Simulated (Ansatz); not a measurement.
## CaB6 (space group Pm-3m), energy against volume

CaB6 (space group Pm-3m)

```cif
data_B6Ca
_chemical_formula_sum 'Ca1 B6'
_space_group_name_H-M_alt 'Pm-3m'
_space_group_IT_number 221
_space_group_name_Hall '-P 4 2 3'
_cell_length_a 4.14779
_cell_length_b 4.14779
_cell_length_c 4.14779
_cell_angle_alpha 90.000
_cell_angle_beta 90.000
_cell_angle_gamma 90.000
loop_
_atom_site_label
_atom_site_type_symbol
_atom_site_symmetry_multiplicity
_atom_site_Wyckoff_symbol
_atom_site_fract_x
_atom_site_fract_y
_atom_site_fract_z
_atom_site_occupancy
Ca1 Ca 1 a 0.00000 0.00000 0.00000 1
B1 B 6 f 0.20178 0.50000 0.50000 1
```

The volume is varied about the relaxed value V₀ at fixed cell shape. The atoms relax within the cell's symmetry.

The numbers are results of PBE (plane waves to 420 eV, PAW, scalar-relativistic; Ansatz, a quantum-chemistry and plane-wave program), not measurements. k mesh 8×8×8 (Γ-centred), Fermi-Dirac smearing 0.05 eV. E stands for the smeared free energy. Stress and pressure are positive under compression. CaB6 was relaxed with its symmetry unable to fall. ΔE is measured from the relaxed starting cell.

| V (Å³/cell) | ΔE (meV/atom) | P (GPa) |
|---|---|---|
| 59.94 | 158 | 35.3 |
| 62.80 | 83 | 23.9 |
| 65.65 | 34 | 14.4 |
| 68.50 | 8 | 6.5 |
| 71.36 | 0 | 0.0 |
| 74.21 | 7 | -5.5 |
| 77.07 | 27 | -10.0 |
| 79.92 | 57 | -13.7 |
| 82.78 | 96 | -16.9 |

Key numbers:

```
Property                                                  Result
-------------------------------------------------  -------------
Pressure at the smallest volume                         35.3 GPa
Energy cost of the largest compression              158 meV/atom
Energy cost of the largest expansion                 96 meV/atom
Bulk modulus B₀ (third-order Birch-Murnaghan fit)        149 GPa
Pressure derivative B₀′ (fit)                                3.6
Equilibrium volume of the fit                      10.19 Å³/atom
Pressure for 5 % compression (fit)                       8.4 GPa
```

(Under strain, the slope of the energy per volume gives the stress and its curvature an elastic modulus.)
